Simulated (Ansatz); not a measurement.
Input, command and steps of an Ansatz relaxation.

```yaml
crystal:
  lattice:
    - [3.0351549382, 1.7523475206, 3.9251407049]
    - [-3.0351549382, 1.7523475206, 3.9251407049]
    - [0.0, -3.5046950412, 3.9251407049]
  atoms:
    - { symbol: B, position: [0.0151018127, 0.0151018127, 0.3249404239] }
    - { symbol: B, position: [0.0151018127, 0.3249404239, 0.0151018127] }
    - { symbol: B, position: [0.8217379156, 0.2727458789, 0.8217379156] }
    - { symbol: B, position: [0.8217379156, 0.8217379156, 0.2727458789] }
    - { symbol: B, position: [0.2727458789, 0.8217379156, 0.8217379156] }
    - { symbol: B, position: [0.7272541211, 0.1782620844, 0.1782620844] }
    - { symbol: B, position: [0.1782620844, 0.7272541211, 0.1782620844] }
    - { symbol: B, position: [0.1782620844, 0.1782620844, 0.7272541211] }
    - { symbol: B, position: [0.9848981873, 0.6750595761, 0.9848981873] }
    - { symbol: B, position: [0.9848981873, 0.9848981873, 0.6750595761] }
    - { symbol: B, position: [0.6750595761, 0.9848981873, 0.9848981873] }
    - { symbol: B, position: [0.3249404239, 0.0151018127, 0.0151018127] }
    - { symbol: As, position: [0.6003546047, 0.6003546047, 0.6003546047] }
    - { symbol: As, position: [0.3996453953, 0.3996453953, 0.3996453953] }
basis:
  ecutwfc: 500
kpoints:
  mp_grid: { grid: [6, 6, 6] }
hamiltonian:
  xc: r2scan
scf:
  occupations: { method: gaussian, width: 0.02 }
output:
  forces: true
  stress: true
  eigenvalues: true
relax:
  adjacent_minimum: "off"
  f_tol: 0.01
  max_steps: 30
  cell: { stress_tol: 0.1, fix: [volume] }
```

```bash
ansatz run input.yaml --threads 4 --pin off --max-ram 10240MiB --backend cpu --events-out ev --progress --plain --runs-dir out
```

These are results of Ansatz, DFT r2SCAN, scalar-relativistic, plane waves, PAW, not measurements.

The volume is held at 0.97 times that of the relaxed cell.

Of 5 frames 4 are shown, positions in Å and forces in eV/Å; the SCF threshold varies from step to step. Steps run on the plane waves of an earlier cell, with a Pulay correction in the pressure. The basis is chosen afresh for the last frame, the zero of the energies, and at times for earlier ones too; energy and pressure can step there, also at an unchanged geometry. Where two frames share a geometry here, they differ by under 2 meV/atom and 0.3 GPa.

```xyz
14
Lattice="3.0352 1.7523 3.9251 -3.0352 1.7523 3.9251 0.0000 -3.5047 3.9251" Properties=species:S:1:pos:R:3:forces:R:3 pbc="T T T" step=1 free_energy_over_end_meV_per_atom=0.29 pressure_GPa=6.49
B     0.0000   -1.0859    1.3940    0.0000   -0.0130    0.1364
B    -0.9404    0.5429    1.3940   -0.0112    0.0065    0.1364
B     1.6663   -0.9620    7.5214   -0.1242    0.0717   -0.0162
B     0.0000    1.9241    7.5214    0.0000   -0.1434   -0.0162
B    -1.6663   -0.9620    7.5214    0.1242    0.0717   -0.0162
B     1.6663    0.9620    4.2540   -0.1242   -0.0717    0.0162
B    -1.6663    0.9620    4.2540    0.1242   -0.0717    0.0162
B     0.0000   -1.9241    4.2540    0.0000    0.1434    0.0162
B     0.9404   -0.5429   10.3814    0.0112   -0.0065   -0.1364
B     0.0000    1.0859   10.3814    0.0000    0.0130   -0.1364
B    -0.9404   -0.5429   10.3814   -0.0112   -0.0065   -0.1364
B     0.9404    0.5429    1.3940    0.0112    0.0065    0.1364
As    0.0000    0.0000    7.0694    0.0000    0.0000    0.0385
As    0.0000    0.0000    4.7060    0.0000    0.0000   -0.0385
14
Lattice="3.0396 1.7549 3.9137 -3.0396 1.7549 3.9137 0.0000 -3.5098 3.9137" Properties=species:S:1:pos:R:3:forces:R:3 pbc="T T T" step=2 free_energy_over_end_meV_per_atom=0.06 pressure_GPa=6.21
B     0.0000   -1.0857    1.3943    0.0000   -0.0127    0.0671
B    -0.9402    0.5428    1.3943   -0.0110    0.0063    0.0671
B     1.6678   -0.9629    7.4988   -0.0420    0.0243   -0.0048
B     0.0000    1.9258    7.4988    0.0000   -0.0486   -0.0048
B    -1.6678   -0.9629    7.4988    0.0420    0.0243   -0.0048
B     1.6678    0.9629    4.2422   -0.0420   -0.0243    0.0048
B    -1.6678    0.9629    4.2422    0.0420   -0.0243    0.0048
B     0.0000   -1.9258    4.2422    0.0000    0.0486    0.0048
B     0.9402   -0.5428   10.3467    0.0110   -0.0063   -0.0671
B     0.0000    1.0857   10.3467    0.0000    0.0127   -0.0671
B    -0.9402   -0.5428   10.3467   -0.0110   -0.0063   -0.0671
B     0.9402    0.5428    1.3943    0.0110    0.0063    0.0671
As    0.0000    0.0000    7.0525    0.0000    0.0000   -0.0013
As    0.0000    0.0000    4.6884    0.0000    0.0000    0.0013
14
Lattice="3.0388 1.7545 3.9157 -3.0388 1.7545 3.9157 0.0000 -3.5089 3.9157" Properties=species:S:1:pos:R:3:forces:R:3 pbc="T T T" step=3 free_energy_over_end_meV_per_atom=0.01 pressure_GPa=6.16
B     0.0000   -1.0855    1.3962    0.0000    0.0009    0.0212
B    -0.9401    0.5428    1.3962    0.0008   -0.0005    0.0212
B     1.6667   -0.9623    7.5028   -0.0177    0.0102   -0.0026
B     0.0000    1.9246    7.5028    0.0000   -0.0205   -0.0026
B    -1.6667   -0.9623    7.5028    0.0177    0.0102   -0.0026
B     1.6667    0.9623    4.2443   -0.0177   -0.0102    0.0026
B    -1.6667    0.9623    4.2443    0.0177   -0.0102    0.0026
B     0.0000   -1.9246    4.2443    0.0000    0.0205    0.0026
B     0.9401   -0.5428   10.3509   -0.0008    0.0005   -0.0212
B     0.0000    1.0855   10.3509    0.0000   -0.0009   -0.0212
B    -0.9401   -0.5428   10.3509    0.0008    0.0005   -0.0212
B     0.9401    0.5428    1.3962   -0.0008   -0.0005    0.0212
As    0.0000    0.0000    7.0555    0.0000    0.0000    0.0055
As    0.0000    0.0000    4.6916    0.0000    0.0000   -0.0055
14
Lattice="3.0382 1.7541 3.9173 -3.0382 1.7541 3.9173 0.0000 -3.5082 3.9173" Properties=species:S:1:pos:R:3:forces:R:3 pbc="T T T" step=5 free_energy_over_end_meV_per_atom=0.00 pressure_GPa=6.14
B     0.0000   -1.0853    1.3973    0.0000    0.0032   -0.0011
B    -0.9399    0.5427    1.3973    0.0027   -0.0016   -0.0011
B     1.6660   -0.9618    7.5060   -0.0012    0.0007   -0.0006
B     0.0000    1.9237    7.5060    0.0000   -0.0014   -0.0006
B    -1.6660   -0.9618    7.5060    0.0012    0.0007   -0.0006
B     1.6660    0.9618    4.2460   -0.0012   -0.0007    0.0006
B    -1.6660    0.9618    4.2460    0.0012   -0.0007    0.0006
B     0.0000   -1.9237    4.2460    0.0000    0.0014    0.0006
B     0.9399   -0.5427   10.3547   -0.0027    0.0016    0.0011
B     0.0000    1.0853   10.3547    0.0000   -0.0032    0.0011
B    -0.9399   -0.5427   10.3547    0.0027    0.0016    0.0011
B     0.9399    0.5427    1.3973   -0.0027   -0.0016   -0.0011
As    0.0000    0.0000    7.0581    0.0000    0.0000    0.0014
As    0.0000    0.0000    4.6939    0.0000    0.0000   -0.0014
```

The run took 25 s on 4 threads of Oxide Virtual Turin-like Processor (Zen 5), on a shared host, peak memory 0.9 GiB.